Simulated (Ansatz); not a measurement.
Ti3Al:
```
CELL_PARAMETERS angstrom
      5.75610     0.00000     0.00000
     -2.87805     4.98493     0.00000
      0.00000     0.00000     4.65379
ATOMIC_POSITIONS crystal
  Al 0.33333 0.66667 0.25000
  Al 0.66667 0.33333 0.75000
  Ti 0.83029 0.66057 0.25000
  Ti 0.16971 0.83029 0.75000
  Ti 0.33943 0.16971 0.25000
  Ti 0.16971 0.33943 0.75000
  Ti 0.83029 0.16971 0.25000
  Ti 0.66057 0.83029 0.75000
```

Relaxed with PBE.

**Question.** Map the valence electron density (e/Å³), cut off at 2 on the plane through (0.333, 0.667, 0.250) spanned by u = [1, 1, 0] and v = [1, -1, 0] in lattice vectors, from PBE in the plane-wave PAW code Ansatz.

**Answer.** x is the fraction of u, y of v (the angle between them is 90°; rows are the nearest grid lines); atoms in the plane: Al at (0.00, 0.00), Al at (0.50, 0.50), Ti at (0.25, 0.25), Ti at (0.75, 0.75), Ti at (0.25, 0.75), Ti at (0.75, 0.25), Ti at (0.00, 0.50), Ti at (0.50, 1.00).
```
|000000000029999999920000000000|
|000000000014999999410000000000|
|000000000001368863100000000000|
|000000000000011110000000000000|
|000012587521111111125785210000|
|001299999997210012799999992100|
|001399999999210012999999993100|
|000139999982100001289999931000|
|000001111100000000001111100000|
|111000000000000000000000000111|
|653110000000000000000000011356|
|999931000000000000000000139999|
|999941000000000000000000149999|
|974210000000000000000000012479|
|211100000000000000000000001112|
|100011111100000000001111110001|
|011259999972100001279999952110|
|001499999996100001699999994100|
|001399999994100001499999993100|
|000013566311000000113665310000|
|000000000000000000000000000000|
|000000000001245542100000000000|
|000000000013899998310000000000|
|000000000029999999920000000000|
```
Scale: ten equal steps from 0.065 (start of '0') to 2.00 (end of '9'), in the order '0123456789'; x runs from 0.000 to 1.00, y from 0.000 (bottom) to 1.00 (top).

The density is the valence pseudo-density with augmentation charge, so density and ELF within about 1 Å of a nucleus are not all-electron values.

Space group P6_3/mmc. Symmetry was held in the PBE relaxation. No spin polarisation was allowed.

Potentials: the later of the program's two PAW sets.
